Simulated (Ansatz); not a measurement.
Hf₆O in space group P-31m (No. 162; Hf on 6k, O on 1a), DFT-PBEsol in the program Ansatz with PAW potentials, all energies at zero smearing, with the estimated change up to a 700 eV cutoff added, with one set of potentials and settings (totals compare only within such a set). Cell of 7 atoms (6 Hf, 1 O): -94156.868 eV.

```json
[
 {"element": "Hf", "reference phase": "P6_3/mmc, 2 atoms in the cell", "E (eV/atom)": "-15598.8041"},
 {"element": "O", "reference phase": "C2/m, 4 atoms in the cell, spin-polarised", "E (eV/atom)": "-558.3609"}
]
```

Formation energy per atom, worked out: (-94156.868 − 6×(-15598.8041) − 1×(-558.3609))/7 = -0.812 eV/atom (-78 kJ per mol of atoms), at 0 K, without zero-point energy or fitted corrections.

The start of the workflow was typed in or built on a structure type; neither database checked (COD, Materials Project) lists it. Whether it is the stable phase at ambient conditions was not checked. The cell was relaxed with PBEsol under the symmetry of its start; whether a distortion lowers the energy is not shown. The run is not spin-polarised. The references are the lowest solids computed at this level, not always the standard phases (solids in place of the gases). Scalar-relativistic: spin–orbit coupling is off unless named, which matters more the heavier the elements.

Potentials: the earlier of the program's two PAW sets. The files were generated under PBE; for other functionals the program regenerates the frozen cores, and for LDA and PBEsol the local potential too.
